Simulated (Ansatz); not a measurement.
CdS:
```yaml
crystal:
  lattice:
    - [3.90111, 0.00000, 0.00000]
    - [0.00000, 3.90111, 0.00000]
    - [0.00000, 0.00000, 7.02914]
  atoms:
    - { symbol: Cd, position: [0.00000, 0.50000, 0.00000] }
    - { symbol: Cd, position: [0.50000, 0.00000, 0.50000] }
    - { symbol: S, position: [0.00000, 0.00000, 0.25000] }
    - { symbol: S, position: [0.00000, 0.00000, 0.75000] }
```

Relaxed with PBE. Special points in fractions of this cell's reciprocal vectors: Γ (0.000, 0.000, 0.000); X (0.000, 0.500, 0.000); M (0.500, 0.500, 0.000); Z (0.000, 0.000, 0.500); R (0.000, 0.500, 0.500); A (0.500, 0.500, 0.500).

**Question.** List the band energies nearest the Fermi level at these points for DFT-PBE in the program Ansatz with PAW potentials.

**Answer.** In eV from the Fermi level; about four levels below and three above (degenerate sets whole), none deeper than 8.9 eV; points with the same levels are listed once.

```tsv
k	below	above
Γ	-1.53 -0.54 -0.54 -0.52	3.35 3.66 5.57 5.57
X	-3.24 -1.70 -0.65 -0.47	0.20 2.13 3.86
M	-4.10 -4.10 -4.09 -3.00 -3.00	0.08 0.67 2.48 2.48
Z	-1.79 -1.79 -1.05 -1.05	1.58 1.58 4.95 4.95
R	-3.15 -2.82 -1.65 -0.56	2.15 2.17 3.35
A	-3.12 -3.12 -2.19 -2.19	1.52 1.52 3.21 3.21
```

Space group P4_2/mmc. The cell is a constructed one: a structure type filled with these elements; neither database checked (COD, Materials Project) lists it. It is not the phase usual at ambient conditions (space group No. 186, 216). The cell was relaxed with PBE under the symmetry of its start; whether a distortion lowers the energy is not shown. A small band overlap can be real or an error of a semilocal functional. Spin–orbit coupling is left out wherever it is not named.

Potentials: the later of the program's two PAW sets.
